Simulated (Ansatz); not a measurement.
PtW (L1₀ or tetragonal B2, P4/mmm) under volume change, DFT-PBE in the program Ansatz with PAW potentials, shape and atoms relaxed at each volume.

| V (Å³/atom) | E − E(relaxed) (meV/atom) | P (GPa) |
|---|---|---|
| 14.183 | ___ | ___ |
| 14.651 | 58.1 | 21.12 |
| 15.118 | 13.7 | 9.66 |
| 15.586 | 0.0 | 0.01 |
| 16.053 | 12.2 | -8.11 |
| 16.521 | ___ | ___ |
| 16.988 | 98.2 | -20.62 |

Complete the blanks.


- 14.183, E − E(relaxed) (meV/atom): 139.1
- 14.183, P (GPa): 34.73
- 16.521, E − E(relaxed) (meV/atom): 46.1
- 16.521, P (GPa): -14.92

What does a third-order Birch–Murnaghan fit give for V₀, B₀ and B′?

V₀ = 15.59 Å³/atom, B₀ = 294 GPa, B′ = 4.8.

The start of the workflow was typed in or built on a structure type; neither database checked (COD, Materials Project) lists it. Its standing as an ambient phase is unchecked. Symmetry was held in the PBE relaxation; its stability against distortions is not shown here. No spin polarisation was allowed. Spin–orbit coupling is left out wherever it is not named.

Potentials: the earlier of the program's two PAW sets.
